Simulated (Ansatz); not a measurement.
SiC:
```cif
data_C3Si3
_chemical_formula_sum 'Si3 C3'
_space_group_name_H-M_alt 'P6422'
_space_group_IT_number 181
_space_group_name_Hall 'P 64 2 (0 0 2)'
_cell_length_a 3.08495
_cell_length_b 3.08495
_cell_length_c 7.06180
_cell_angle_alpha 90.000
_cell_angle_beta 90.000
_cell_angle_gamma 120.000
loop_
_atom_site_label
_atom_site_type_symbol
_atom_site_symmetry_multiplicity
_atom_site_Wyckoff_symbol
_atom_site_fract_x
_atom_site_fract_y
_atom_site_fract_z
_atom_site_occupancy
Si1 Si 3 c 0.50000 0.00000 0.00000 1
C1 C 3 d 0.50000 0.00000 0.50000 1
```

Relaxed with PBE in the plane-wave PAW code Ansatz. Indices refer to the conventional cell of P6_422, a = b = 3.0850 Å, c = 7.0618 Å, α = β = 90.00°, γ = 120.00°.

Question: Simulate the powder diffraction pattern (neutron, λ = 1.5401 Å; lines above 1 %) up to 2θ = 90°.

Answer: Simulated powder pattern, neutron, λ = 1.5401 Å (kinematic, ideal powder, no thermal factors, coherent scattering alone; the 30 strongest lines at most, above 1 %, up to 2θ = 90°):

| 2θ (°) | d (Å) | I/Imax (%) | hkl |
|---|---|---|---|
| 33.50 | 2.672 | 19 | (1 0 -1 0) |
| 35.90 | 2.499 | 7.2 | (1 0 -1 1) |
| 38.19 | 2.354 | 2.4 | (0003) |
| 42.38 | 2.131 | 100 | (1 0 -1 2) |
| 59.90 | 1.542 | 7.1 | (1 1 -2 0) |
| 61.46 | 1.507 | 2.9 | (1 1 -2 1) |
| 63.04 | 1.473 | 52 | (1 0 -1 4) |
| 66.02 | 1.413 | 49 | (1 1 -2 2) |
| 70.40 | 1.336 | 50 | (2 0 -2 0) |
| 76.15 | 1.249 | 2.2 | (1 0 -1 5) |
| 81.73 | 1.177 | 14 | (0006) |
| 83.03 | 1.162 | 4.5 | (2 0 -2 3) |
| 83.05 | 1.162 | 37 | (1 1 -2 4) |

The start of the workflow was typed in or built on a structure type; neither database checked (COD, Materials Project) lists it. It is not the phase usual at ambient conditions (space group No. 186, 216). Symmetry was held in the PBE relaxation; its stability against distortions is not shown here. Its formation energy is positive at this level, so the cell may be metastable or incomplete.

Potentials: the later of the program's two PAW sets.
